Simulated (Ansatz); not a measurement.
CaO2 in space group I4/mmm (No. 139; Ca on 2b, O on 4e) at seven volumes, PBEsol in the plane-wave PAW code Ansatz, shape and atoms relaxed at each. One row is withheld.

| V (Å³/atom) | P (GPa) |
|---|---|
| 10.804 | ? |
| 11.160 | 5.16 |
| 11.517 | 2.20 |
| 11.873 | 0.00 |
| 12.229 | -1.49 |
| 12.585 | -2.37 |
| 12.941 | -2.75 |

Problem. Fit the shown pressures and predict the withheld one.

Solution. Third-order Birch–Murnaghan: P = (3/2)B₀(x^(7/2) − x^(5/2))[1 + (3/4)(B′ − 4)(x − 1)] with x = (V₀/V)^(2/3). Least squares on the six rows gives V₀ = 11.871 Å³/atom, B₀ = 58.91 GPa, B′ = 12.31. At V = 10.804, x = 1.0648 and P = 9.41 GPa. The run itself gave 8.93 GPa.

The first step of the workflow began from a Materials Project structure, measured or hypothetical; the Crystallography Open Database copy checked does not list it. Its standing as an ambient phase is unchecked. Symmetry was held in the PBEsol relaxation. At this level the phase is dynamically unstable (imaginary phonons).

Potentials: the later of the program's two PAW sets.
